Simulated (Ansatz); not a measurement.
BaO (rock salt, Fm-3m), DFT-LDA in the program Ansatz with PAW potentials. The conduction-band minimum lies at X, with 3 equivalent valleys. Second derivatives d²E/dk² of the lowest band at one valley (eV·Å²), along Cartesian directions:

```csv
direction,d²E/dk²
[100],6.243
[010],20.44
[001],20.44
[110],13.34
[101],13.34
[011],20.44
```

Problem. Find the principal effective masses, the density-of-states mass and the conductivity mass.

Solution. Off-diagonal terms follow from H_xy = H[110] − (H_xx + H_yy)/2, and m*/mₑ = 7.620 eV·Å² over each eigenvalue: 0.37, 0.37, 1.2. One valley's DOS mass (m₁m₂m₃)^(1/3) = 0.55, conductivity mass 3/(Σ 1/mᵢ) = 0.49 mₑ.

Problem. What effective density of states Nc follows at 300 K for parabolic valleys?

Solution. Nc = 2.509e19 × 3 × (0.55)^(3/2) ≈ 3.1e19 cm⁻³.

Problem. With the computed static dielectric constant 94.9 (mean of the diagonal), estimate a hydrogenic donor's binding energy and radius.

Solution. E = 13.606 eV × 0.49/94.9² ≈ 0.74 meV; a = 0.529 Å × ε/m* ≈ 100 Å. Semilocal masses tend to be too small where the gap is.

Problem. With ε∞ = 4.28 and ω_LO = 405 cm⁻¹, what Fröhlich coupling constant follows?

Solution. α = (1/ε∞ − 1/ε0) √(m* × 13.606 eV/ħω_LO) = 2.6.

Symmetry was held in the LDA relaxation; phonons on a q-mesh show no instability. Scalar-relativistic: spin–orbit coupling is off unless named, which matters more the heavier the elements.

Potentials: the later of the program's two PAW sets.
